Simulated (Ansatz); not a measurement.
Bi (A7 type, space group R-3m)

```
CELL_PARAMETERS angstrom
      2.26684     1.30876     3.88461
     -2.26684     1.30876     3.88461
      0.00000    -2.61752     3.88461
ATOMIC_POSITIONS crystal
  Bi 0.23720 0.23720 0.23720
  Bi 0.76280 0.76280 0.76280
```

In each cell atom 1 (Bi, nearest neighbour Bi at 3.091 Å; its periodic images, 4.5 Å or more away, move with it) moves by s·(0.577, 0.577, 0.577) (along Cartesian [111]), the rest being held.

Calculation: PBE-D3(BJ) (plane waves to 420 eV, PAW, scalar-relativistic; Ansatz, an electronic-structure program). k mesh 10×10×10 (Γ-centred), Fermi-Dirac smearing 0.05 eV. The energy includes the smearing's −TS. With partly filled bands, energies and forces of such displacements shift with the k mesh and the smearing. Bi was relaxed with its symmetry unable to fall. Spin-orbit coupling is left out, though Bi is heavy. The PAW data are Ansatz's earlier set. The zero of ΔE is the undisplaced structure. The last digit holds for this mesh only.

```csv
s (Å),ΔE (meV/cell)
-0.620,977.4
-0.496,568.1
-0.372,withheld
-0.248,107.5
-0.124,21.7
0.000,0.0
0.124,14.2
0.248,31.3
0.372,43.9
0.496,79.8
0.620,165.0
```

Fit a polynomial form (powers 2, 3, 4) to the given rows and predict ΔE at s = -0.372.

Least squares on the 10 given rows: ΔE = (935.2)·s² + (-1776)·s³ + (1443)·s⁴, in meV/cell with s in Å; root-mean-square residual 17.31 meV/cell. At -0.372 the fit gives 248.5 meV/cell; the calculation gives 282.9 meV/cell, so the interpolation is off by -34.4 (-12.2 %). The quadratic term alone would give 129.4 meV/cell.

(For displaced atoms, the force is minus the slope of the energy, and its curvature is a force constant, which sets phonon frequencies.)
